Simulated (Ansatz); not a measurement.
Lattice vibrations of BaBe at Γ

Theory: DFT PBEsol, scalar-relativistic, plane waves, PAW (Ansatz 0.2.0). Settings: 420 eV plane-wave cutoff, Γ-centred 12×12×12 mesh, Fermi-Dirac smearing of 0.15 eV. No spin polarisation. Phonons by linear response, acoustic sum rule imposed.

The cell, relaxed at this level:
```
Ba Be
1.0
     4.42006    0.00000    0.00000
    -2.21003    3.82789    0.00000
     0.00000    0.00000    4.04924
Ba Be
1 1
Direct
  0.33333 0.66667 0.00000
  0.66667 0.33333 0.50000
```

The cell was built by swapping an element in a database structure (itself possibly hypothetical) and relaxing; it need not be the stable form of this composition. In a metal, frequencies and elastic constants depend on the k mesh and the smearing, soft modes and shear constants most.

Task: Is this structure stable against zone-centre distortions?

Result: Yes, at Γ: no optical mode is imaginary. Strains and other wave vectors aren't tested by this run.

Task: List the optical modes at Γ (i marks imaginary ones).

Result:
```json
{"frequency (cm⁻¹)": "259", "degeneracy": "2"}
{"frequency (cm⁻¹)": "268", "degeneracy": "1"}
```